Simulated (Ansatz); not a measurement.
# 5 guesses for Si4Sn and where they end

All numbers below come from DFT PBE, scalar-relativistic, plane waves, PAW (Ansatz). Settings: cutoff 420 eV, Γ-centred meshes spaced at most about 0.3 Å⁻¹, and about 0.25 Å⁻¹ or finer for metals (2π included), Gaussian smearing. No spin polarisation in the final relaxations.

Each guess was relaxed in cell and atoms at zero pressure, within the symmetry of its start. These are static total energies at zero pressure. Coordination counts Si atoms around Sn (those within 1.25 times the shortest such distance or 1.15 times the sum of covalent radii).

```tsv
guess	made from	start group	V start (Å³/atom)	end group	V end (Å³/atom)	coordination at the end	gap on mesh (eV)	E over the lowest end (meV/atom)
1	FeCl4 type	Cmmm	17.4	?	?	?	?	?
2	Hg4Pt type	Im-3m	16.9	Im-3m	23.3	Sn 8	0	780
3	ZnAu4 type	R-3m	16.4	R-3m	19.1	Sn 6	0	0
4	random cell	Fd-3m	20.7	Fd-3m	21.2	Sn 4	0	363
5	random cell	P6/mmm	20.3	P6/mmm	23.2	Sn 2	0	389
```

Guess 1 as it starts:

```yaml
crystal:
  lattice:
    - [3.41303, -4.09306, 0.00000]
    - [3.41303, 4.09306, 0.00000]
    - [0.00000, 0.00000, 3.11006]
  atoms:
    - { symbol: Si, position: [0.73274, 0.26726, 0.50000] }
    - { symbol: Si, position: [0.28356, 0.28356, 0.00000] }
    - { symbol: Si, position: [0.71644, 0.71644, 0.00000] }
    - { symbol: Si, position: [0.26726, 0.73274, 0.50000] }
    - { symbol: Sn, position: [0.50000, 0.50000, 0.50000] }
```

**Question.** Predict the end of this guess and its energy over the lowest end.

**Answer.** It ends in space group Cmmm (No. 65), with a = 7.645 Å, b = 8.219 Å, c = 3.294 Å, 20.7 Å³/atom and no gap; its coordination is Sn 6. It lies 158 meV/atom over the lowest end, above guess 3 and below guess 4. Counting Si atoms around Sn, this end and the lowest (guess 3) both have Sn 6.

```cif
data_structure
_symmetry_space_group_name_H-M 'Cmmm'
_symmetry_Int_Tables_number 65
_cell_length_a 7.6446
_cell_length_b 8.2186
_cell_length_c 3.2943
_cell_angle_alpha 90.000
_cell_angle_beta 90.000
_cell_angle_gamma 90.000
_cell_volume 206.98
loop_
_atom_site_label
_atom_site_type_symbol
_atom_site_symmetry_multiplicity
_atom_site_Wyckoff_symbol
_atom_site_fract_x
_atom_site_fract_y
_atom_site_fract_z
_atom_site_occupancy
Si1 Si 4 j 0.50000 0.65707 0.50000 1
Si2 Si 4 g 0.18503 0.00000 0.00000 1
Sn1 Sn 2 c 0.50000 0.00000 0.50000 1
```

Formation energies are uncorrected and refer to the elements' standard structures at the same level. The references include grey tin.

**Question.** Is the lowest end bound against the elements?

**Answer.** No: its formation energy is +0.32 eV/atom. The separate elements lie lower, so it is unstable against them.

Cells relaxed within their symmetry can be saddle points. A lower structure may well exist outside this small set. Some types were kept out of the candidates beforehand, so the set may lack a known form.
